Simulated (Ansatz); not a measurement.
Single point on TlO₂

System: TlO₂ placed on the sites of a rock-salt lattice with a pair of atoms on one site (a generated, not necessarily known, phase), then sheared and rattled.

Ansatz, full-potential LAPW; functional PBE; scalar-relativistic, point nucleus. k-points 2×2×2 (half-step shift), Fermi–Dirac smearing of 0.15 eV. The mesh is coarse, so the numbers hold for this sampling and aren't converged over the zone. In metals such a mesh can move stress, forces and moments by their own size. On this fcc-type cell the shift lowers the mesh's symmetry. No spin polarisation. The cell's electron count is odd, so a run with spin could end lower.

```
Tl O
1.0
    -3.00982    0.02381    2.97100
    -0.05349    2.86875    2.94132
    -2.99798    2.88658    0.03566
Tl O
1 2
Direct
  0.22726 0.56422 0.59234
  0.64777 0.97335 0.01312
  0.79530 0.13952 0.17784
```

Forces in eV/Å:
```
Tl1   0.014 -0.025 -0.079
O2   -1.554  1.658  1.558
O3    1.540 -1.633 -1.479
```

Stress (GPa; xx, yy, zz, yz, xz, xy; compression positive): -4.10, -2.49, -3.65, -3.66, 2.76, 3.46.

| Property | Result |
| --- | --- |
| All-electron E − TS, for this scheme | -555011.023 eV |
| Pressure | -3.41 GPa |
| Largest force | 2.755 eV/Å |
